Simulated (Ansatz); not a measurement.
The start is a relaxed SnO cell displaced along its unstable phonon at q = (½, ½, 0) of its primitive reciprocal cell (268i cm⁻¹), largest move 0.15 Å. A full variable-cell relaxation at zero pressure is run with PBE (plane waves to 420 eV, PAW, scalar-relativistic; Ansatz, a program for electronic structure). The first steps use a coarse 7×7×7 k-mesh.

Input geometry:
```
CELL_PARAMETERS angstrom
      6.26328     0.00000     0.00000
      3.13164     3.13164     0.00000
      0.00000     0.00000     3.13164
ATOMIC_POSITIONS crystal
  Sn 0.00209 0.00000 0.00000
  Sn 0.49791 0.00000 0.00000
  O  0.02395 0.45210 0.50000
  O  0.47605 0.54790 0.50000
```

Problem. What is the largest force in the starting geometry, and on which atom (counted from 1)?

Solution. About 0.4 eV/Å, on Sn1, Sn2 (atoms numbered as listed).

Problem. How much energy is released per atom?

Solution. 0.10 eV/atom.

Problem. Does it find its way back to the structure it was made from?

Solution. It does not go back: it reaches Cmmm (No. 65), AFLOW prototype AB_oC8_65_j_g (as in VIr), 0.12 eV/atom below the parent.

Problem. What band gap does the relaxed structure have at this level?

Solution. No gap (metallic).

Final values are on a 10×10×16 k-mesh of the relaxed cell. No spin polarisation in the result.

The run could not lose the symmetry of its start, so the end can be a saddle point.

The relaxed structure here is a generated cell of SnO: the first start was made by placing the elements on the sites of a structure type, and the end was not matched to a known phase here, so it may be hypothetical. Known forms of SnO include space group No. 129.
